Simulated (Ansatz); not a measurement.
HfC:
```cif
data_C2Hf2
_chemical_formula_sum 'Hf2 C2'
_space_group_name_H-M_alt 'P63/mmc'
_space_group_IT_number 194
_space_group_name_Hall '-P 6c 2c'
_cell_length_a 3.28134
_cell_length_b 3.28134
_cell_length_c 5.11424
_cell_angle_alpha 90.000
_cell_angle_beta 90.000
_cell_angle_gamma 120.000
loop_
_atom_site_label
_atom_site_type_symbol
_atom_site_symmetry_multiplicity
_atom_site_Wyckoff_symbol
_atom_site_fract_x
_atom_site_fract_y
_atom_site_fract_z
_atom_site_occupancy
Hf1 Hf 2 c 0.33333 0.66667 0.25000 1
C1 C 2 a 0.00000 0.00000 0.00000 1
```

Relaxed with LDA.

Task: Which orbitals make up the states near the Fermi level in LDA in the plane-wave PAW code Ansatz?

Result: Within 0.5 eV of the Fermi level: Hf 5d 60 %, C 2p 37 %. Projections are on Löwdin-orthogonalised atomic valence shells; empty p or d shells of many metals are not among them.

Task: Tabulate the density of states.

Result: States/eV per cell of 4 atoms, in 0.25 eV bins, energy from the Fermi level.

| E (eV) | total | Hf 5d | C 2p | Hf 6s |
|---|---|---|---|---|
| -7.85 | 0.00 | 0.00 | 0.00 | 0.00 |
| -7.60 | 0.00 | 0.00 | 0.00 | 0.00 |
| -7.35 | 0.00 | 0.00 | 0.00 | 0.00 |
| -7.10 | 0.01 | 0.00 | 0.01 | 0.00 |
| -6.85 | 0.06 | 0.02 | 0.03 | 0.00 |
| -6.60 | 0.16 | 0.06 | 0.07 | 0.01 |
| -6.35 | 0.39 | 0.14 | 0.19 | 0.04 |
| -6.10 | 0.66 | 0.23 | 0.32 | 0.06 |
| -5.85 | 0.87 | 0.30 | 0.42 | 0.08 |
| -5.60 | 1.12 | 0.38 | 0.53 | 0.11 |
| -5.35 | 1.71 | 0.61 | 0.82 | 0.16 |
| -5.10 | 1.36 | 0.47 | 0.66 | 0.11 |
| -4.85 | 1.72 | 0.58 | 0.89 | 0.11 |
| -4.60 | 2.18 | 0.70 | 1.20 | 0.12 |
| -4.35 | 2.62 | 0.80 | 1.52 | 0.12 |
| -4.10 | 2.34 | 0.75 | 1.33 | 0.10 |
| -3.85 | 2.13 | 0.86 | 1.12 | 0.05 |
| -3.60 | 3.17 | 1.35 | 1.67 | 0.04 |
| -3.35 | 3.25 | 1.36 | 1.74 | 0.04 |
| -3.10 | 3.71 | 1.54 | 1.99 | 0.06 |
| -2.85 | 3.46 | 1.40 | 1.91 | 0.04 |
| -2.60 | 2.63 | 1.06 | 1.43 | 0.02 |
| -2.35 | 4.90 | 1.82 | 2.75 | 0.03 |
| -2.10 | 2.64 | 1.15 | 1.32 | 0.02 |
| -1.85 | 1.27 | 0.59 | 0.62 | 0.01 |
| -1.60 | 1.04 | 0.47 | 0.52 | 0.00 |
| -1.35 | 1.25 | 0.66 | 0.53 | 0.01 |
| -1.10 | 1.22 | 0.71 | 0.47 | 0.01 |
| -0.85 | 0.84 | 0.53 | 0.28 | 0.01 |
| -0.60 | 0.50 | 0.32 | 0.16 | 0.01 |
| -0.35 | 0.36 | 0.24 | 0.11 | 0.00 |
| -0.10 | 0.42 | 0.27 | 0.14 | 0.00 |
| 0.15 | 0.64 | 0.39 | 0.24 | 0.00 |
| 0.40 | 1.06 | 0.59 | 0.44 | 0.01 |
| 0.65 | 1.86 | 0.94 | 0.85 | 0.02 |
| 0.90 | 2.03 | 0.94 | 0.99 | 0.02 |
| 1.15 | 1.60 | 0.74 | 0.78 | 0.01 |
| 1.40 | 1.03 | 0.58 | 0.40 | 0.01 |
| 1.65 | 0.86 | 0.63 | 0.18 | 0.01 |
| 1.90 | 1.00 | 0.76 | 0.18 | 0.01 |
| 2.15 | 1.09 | 0.85 | 0.18 | 0.01 |
| 2.40 | 1.16 | 0.91 | 0.18 | 0.01 |
| 2.65 | 1.35 | 1.06 | 0.20 | 0.01 |
| 2.90 | 1.46 | 1.15 | 0.23 | 0.02 |
| 3.15 | 1.66 | 1.32 | 0.23 | 0.02 |
| 3.40 | 1.38 | 1.10 | 0.17 | 0.02 |
| 3.65 | 1.42 | 1.13 | 0.17 | 0.03 |
| 3.90 | 1.98 | 1.55 | 0.26 | 0.04 |
| 4.15 | 2.56 | 1.93 | 0.39 | 0.08 |
| 4.40 | 3.24 | 2.32 | 0.52 | 0.15 |
| 4.65 | 3.34 | 2.46 | 0.50 | 0.13 |

Space group P6_3/mmc (NiAs type). The workflow started from a Materials Project entry (that database holds measured and hypothetical structures alike); the Crystallography Open Database copy checked does not list it. It is not the phase usual at ambient conditions (space group No. 225). The LDA relaxation kept the symmetry of its start; its stability against distortions is not shown here. No spin polarisation was allowed. Scalar-relativistic: spin–orbit coupling is off unless named, which matters more the heavier the elements.

Potentials: the later of the program's two PAW sets.
